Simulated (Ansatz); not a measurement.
**ZrSc: zone-centre modes under pressure**

ZrSc, P-6m2, a = 3.173 Å, c = 5.053 Å. The structure is a Materials Project entry; whether it is the stable form wasn't checked. Ansatz: LDA, PAW, 420 eV, Γ-centred 15×15×8 mesh on 2 atoms, Fermi-Dirac smearing 0.15 eV; no spin polarisation. Cell and atoms are relaxed at each pressure with the symmetry kept; optical modes at Γ by linear response, in cm⁻¹, matched by rank (the highest 2 distinct ones).

| P (GPa) | V (Å³/atom) | ω1 | ω2 |
| --- | --- | --- | --- |
| 0 | 22.032 | 102.9 | 170.1 |
| 2 | 21.515 | 101.7 | 179.1 |
| 6 | 20.609 | ? | ? |

Question: Get each mode's Grüneisen parameter γ = −d ln ω/d ln V from the other rows and predict the missing frequencies.

Answer: ln(V/V0) = 0.0000, -0.0237, -0.0668; a line through ln(ω/ω0) of the 2 known rows gives ω1: γ = -0.495, predicted 99.6, computed 98.6; ω2: γ = 2.175, predicted 196.7, computed 195.1. The worst miss is 1.0 %, or 22 % of the shift under pressure, so a constant γ serves at that level. In a metal these frequencies hang on the mesh and smearing.